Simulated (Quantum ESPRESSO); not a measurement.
Al2SiZnN4, input and log of a self-consistent run

Computed values, not a measurement. The program is pw.x of Quantum ESPRESSO 7.5 (plane-wave density functional theory). The cell is made up: 8 atoms on a wurtzite lattice, with randomly drawn elements, strain and displacements, not relaxed. PseudoDojo standard norm-conserving files (v0.5 for PBE, v0.4.1 for LDA and PBEsol) set the functional; there is no spin polarisation, spin-orbit coupling or dispersion term, and the masses in the input are unused placeholders.

Input:

```
&control calculation='scf', pseudo_dir='./dojo.nc.sr.pbe.v0_5.standard.upf', outdir='./o', disk_io='medium', tprnfor=.true., tstress=.true. /
&system ibrav=0, nat=8, ntyp=4, nbnd=31, ecutwfc=84.00895049, nosym=.true., tot_charge=0,
 occupations='smearing', smearing='fd', degauss=0.0018374661
/
&electrons conv_thr=7.350e-09, electron_maxstep=60, /
ATOMIC_SPECIES
Al 1.0 Al.upf
N 1.0 N.upf
Si 1.0 Si.upf
Zn 1.0 Zn.upf
CELL_PARAMETERS angstrom
3.0857 -0.0463 0.0011
-0.0801 5.2792 -0.0233
0.0019 -0.0219 5.024
ATOMIC_POSITIONS angstrom
Al 0.0305 0.0068 0.0121
Si 1.5505 2.541 -0.0725
Al 1.4402 0.9166 2.5066
Zn -0.0063 3.4605 2.5021
N -0.0466 0.0464 1.8123
N 1.4504 2.6249 1.8465
N 1.6046 0.8366 4.4376
N -0.0332 3.5414 4.3548
K_POINTS automatic
6 4 4 1 1 1
```

The log is shortened where brackets say so; the opening notice, blank lines, dates and the lines on written files are dropped, and the path of the files is cut. It prints rydbergs, bohrs and kilobars, and counts compression as positive stress.

```
     Program PWSCF v.7.5
     Parallel version (MPI & OpenMP), running on       1 processor cores
     Number of MPI processes:                 1
     Threads/MPI process:                     1
     [start-up lines left out]
     bravais-lattice index     =            0
     lattice parameter (alat)  =       5.8318  a.u.
     unit-cell volume          =     552.1547 (a.u.)^3
     number of atoms/cell      =            8
     number of atomic types    =            4
     number of electrons       =        50.00
     number of Kohn-Sham states=           31
     kinetic-energy cutoff     =      84.0090  Ry
     charge density cutoff     =     336.0358  Ry
     scf convergence threshold =      7.3E-09
     mixing beta               =       0.7000
     number of iterations used =            8  plain     mixing
     Exchange-correlation= PBE
                           (   1   4   3   4   0   0   0)
     [axes and pseudopotential details left out]
   Cartesian axes
     site n.     atom                  positions (alat units)
         1        Al     tau(   1) = (   0.0098832   0.0022035   0.0039209  )
         2        Si     tau(   2) = (   0.5024226   0.8233833  -0.0234928  )
         3        Al     tau(   3) = (   0.4666811   0.2970142   0.8122364  )
         4        Zn     tau(   4) = (  -0.0020414   1.1213372   0.8107782  )
         5        N      tau(   5) = (  -0.0151002   0.0150354   0.5872560  )
         6        N      tau(   6) = (   0.4699863   0.8505702   0.5983382  )
         7        N      tau(   7) = (   0.5199531   0.2710911   1.4379558  )
         8        N      tau(   8) = (  -0.0107581   1.1475520   1.4111254  )
     number of k points=    48  Fermi-Dirac smearing, width (Ry)=  0.0018
                       cart. coord. in units 2pi/alat
        k(    1) = (   0.0844360   0.0746922   0.0770763), wk =   0.0416667
        k(    2) = (   0.0843914   0.0753693   0.2306445), wk =   0.0416667
     [further k points left out]
     Dense  grid:    57367 G-vectors     FFT dimensions: (  36,  60,  60)
     Estimated max dynamical RAM per process >      72.49 MB
     Initial potential from superposition of free atoms
     starting charge      49.9943, renormalised to      50.0000
     Starting wfcs are   38 randomized atomic wfcs
     total cpu time spent up to now is       10.4 secs
     per-process dynamical memory:    56.2 Mb
     Self-consistent Calculation
     iteration #  1     ecut=    84.01 Ry     beta= 0.70
     Davidson diagonalization with overlap
     ethr =  1.00E-02,  avg # of iterations =  3.0
     total cpu time spent up to now is       35.9 secs
     total energy              =    -518.23505604 Ry
     estimated scf accuracy    <       2.35496221 Ry
     iteration #  2     ecut=    84.01 Ry     beta= 0.70
     Davidson diagonalization with overlap
     ethr =  4.71E-03,  avg # of iterations =  3.0
     total cpu time spent up to now is       61.7 secs
     total energy              =    -518.87428108 Ry
     estimated scf accuracy    <       2.03037785 Ry
     iteration #  3     ecut=    84.01 Ry     beta= 0.70
     Davidson diagonalization with overlap
     ethr =  4.06E-03,  avg # of iterations =  2.0
     total cpu time spent up to now is       75.7 secs
     total energy              =    -519.24603344 Ry
     estimated scf accuracy    <       0.05759785 Ry
     iteration #  4     ecut=    84.01 Ry     beta= 0.70
     Davidson diagonalization with overlap
     ethr =  1.15E-04,  avg # of iterations =  6.4
     total cpu time spent up to now is      111.3 secs
     total energy              =    -519.26543281 Ry
     estimated scf accuracy    <       0.00449258 Ry
     iteration #  5     ecut=    84.01 Ry     beta= 0.70
     Davidson diagonalization with overlap
     ethr =  8.99E-06,  avg # of iterations =  6.9
     total cpu time spent up to now is      144.6 secs
     total energy              =    -519.26611423 Ry
     estimated scf accuracy    <       0.00124599 Ry
     [iterations 6 to 7 left out]
     iteration #  8     ecut=    84.01 Ry     beta= 0.70
     Davidson diagonalization with overlap
     ethr =  1.05E-07,  avg # of iterations =  2.1
     total cpu time spent up to now is      225.0 secs
     total energy              =    -519.26615695 Ry
     estimated scf accuracy    <       0.00000360 Ry
     iteration #  9     ecut=    84.01 Ry     beta= 0.70
     Davidson diagonalization with overlap
     ethr =  7.19E-09,  avg # of iterations =  3.4
     total cpu time spent up to now is      247.0 secs
     total energy              =    -519.26615749 Ry
     estimated scf accuracy    <       0.00000173 Ry
     iteration # 10     ecut=    84.01 Ry     beta= 0.70
     Davidson diagonalization with overlap
     ethr =  3.46E-09,  avg # of iterations =  2.0
     total cpu time spent up to now is      267.2 secs
     total energy              =    -519.26615778 Ry
     estimated scf accuracy    <       0.00000009 Ry
     iteration # 11     ecut=    84.01 Ry     beta= 0.70
     Davidson diagonalization with overlap
     ethr =  1.89E-10,  avg # of iterations =  2.4
     total cpu time spent up to now is      288.3 secs
     total energy              =    -519.26615780 Ry
     estimated scf accuracy    <       0.00000001 Ry
     iteration # 12     ecut=    84.01 Ry     beta= 0.70
     Davidson diagonalization with overlap
     ethr =  2.47E-11,  avg # of iterations =  2.6
     total cpu time spent up to now is      308.3 secs
     End of self-consistent calculation
     [lines on levels left out]
!    total energy              =    -519.26615780 Ry
     estimated scf accuracy    <          6.9E-10 Ry
     smearing contrib. (-TS)   =      -0.00000000 Ry
     internal energy E=F+TS    =    -519.26615780 Ry
     The total energy is F=E-TS. E is the sum of the following terms:
     one-electron contribution =    -414.44627599 Ry
     hartree contribution      =     232.86757031 Ry
     xc contribution           =     -77.64656143 Ry
     ewald contribution        =    -260.04089070 Ry
     convergence has been achieved in  12 iterations
     Forces acting on atoms (cartesian axes, Ry/au):
     atom    1 type  1   force =     0.00493829   -0.00322474    0.03872634
     atom    2 type  3   force =    -0.00941176    0.08020966    0.12244098
     atom    3 type  1   force =     0.04194112   -0.06148194   -0.07111198
     atom    4 type  4   force =    -0.05396418    0.06725590   -0.05717486
     atom    5 type  2   force =    -0.02395495    0.04856252    0.05977468
     atom    6 type  2   force =     0.06315260   -0.07248298   -0.16646752
     atom    7 type  2   force =    -0.02872862    0.06371894   -0.05121042
     atom    8 type  2   force =     0.00602750   -0.12255736    0.12502278
     Total force =     0.354969     Total SCF correction =     0.000083
     Computing stress (Cartesian axis) and pressure
          total   stress  (Ry/bohr**3)                   (kbar)     P=       98.10
   0.00062223   0.00009912  -0.00002957           91.53       14.58       -4.35
   0.00009912   0.00082971   0.00024734           14.58      122.06       36.39
  -0.00002957   0.00024734   0.00054873           -4.35       36.39       80.72
     init_run     :      9.94s CPU     10.24s WALL (       1 calls)
     electrons    :    277.82s CPU    297.85s WALL (       1 calls)
     forces       :      3.14s CPU      3.23s WALL (       1 calls)
     stress       :     12.57s CPU     12.66s WALL (       1 calls)
     [timing details left out]
     PWSCF        :   5m 3.82s CPU   5m24.82s WALL
     JOB DONE.
```

In other units: free energy -7064.976 eV for the cell, pressure 9.81 GPa, largest force component 4.280 eV/Å. A rerun of a related cell, with the same atoms placed differently, at 1437 eV and a 8 x 6 x 6 mesh moved values by no more than 0.002 eV in energy, 0.04 GPa in stress and 0.002 eV/Å in force.